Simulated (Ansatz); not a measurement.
**Stationary points along a deformation path in InO**

All numbers below come from Ansatz 0.2.0, DFT PBE+D3(BJ), scalar-relativistic, plane waves, PAW. Cutoff 420 eV, Γ-centred 12×12×4 k-points, Gaussian smearing of 0.05 eV. No spin polarisation. Energies are free energies at this smearing, counted from the undisturbed cell; pressure is positive in compression.

Zero of the scan (relaxed at this level; it needn't be the usual structure):

```yaml
crystal:
  lattice:
    - [3.42978, 0.00000, 0.00000]
    - [-1.71489, 2.97028, 0.00000]
    - [0.00000, 0.00000, 15.85202]
  atoms:
    - { symbol: In, position: [0.66667, 0.33333, 0.58953] }
    - { symbol: In, position: [0.66667, 0.33333, 0.41047] }
    - { symbol: O, position: [0.00000, 0.00000, 0.63988] }
    - { symbol: O, position: [0.00000, 0.00000, 0.36012] }
```

At fixed volume and fractional coordinates, lengths along (0.000, 0.000, 1.000) are scaled against those across it; ρ is that ratio over its starting value. V = 40.373 Å³/atom. Δσ is the stress along the axis less the mean stress across it (compression positive).

| ρ | ΔE (meV/atom) | Δσ (GPa) | space group |
| --- | --- | --- | --- |
| 0.800 | 266.3 | 15.01 | P-6m2 |
| 0.850 | 137.3 | 10.41 | P-6m2 |
| 0.920 | 35.1 | 5.08 | P-6m2 |
| 0.960 | 8.3 | 2.43 | P-6m2 |
| 1.000 | 0.0 | 0.01 | P-6m2 |
| 1.050 | 11.4 | -2.77 | P-6m2 |
| 1.100 | 43.0 | -5.30 | P-6m2 |
| 1.200 | 151.9 | -9.48 | P-6m2 |
| 1.300 | 297.4 | -12.14 | P-6m2 |

Task: How does the stress give the slope of the energy, and where is the energy stationary?

Result: Along the path d ln(length) is 2/3 d ln ρ on the axis and −1/3 d ln ρ across it, so dE/d ln ρ = −(2/3) V Δσ: the energy falls with ρ where Δσ is positive. Δσ vanishes or changes sign at ρ = 1.000 (P-6m2), a minimum at 0.0 meV/atom. Pairs of stationary points between two samples would go unseen, and could change a minimum read from distant neighbours into a maximum.

Task: Integrate that slope from ρ = 1 to 0.850 by the trapezoid rule.

Result: With V/N in Å³ and 1 eV/Å³ = 160.2 GPa the slopes at ρ = 1.000, 0.960, 0.920, 0.850 are -1, -409, -853, -1749 meV/atom per unit of ln ρ. The steps add 8.4 + 26.8 + 102.9 = 138.2 meV/atom, against 137.3 from the energies; the trapezoid rule misses the curvature of the slope within each step.

Forces appear on the atoms along this scan, and letting them relax would lower the energy and soften the response. The gap closes along the scan, which can put kinks into the curve.

Cost: 9 runs of about 1.2 core-minutes in all, on AMD EPYC 9R45 (Zen 5) (shared hosts).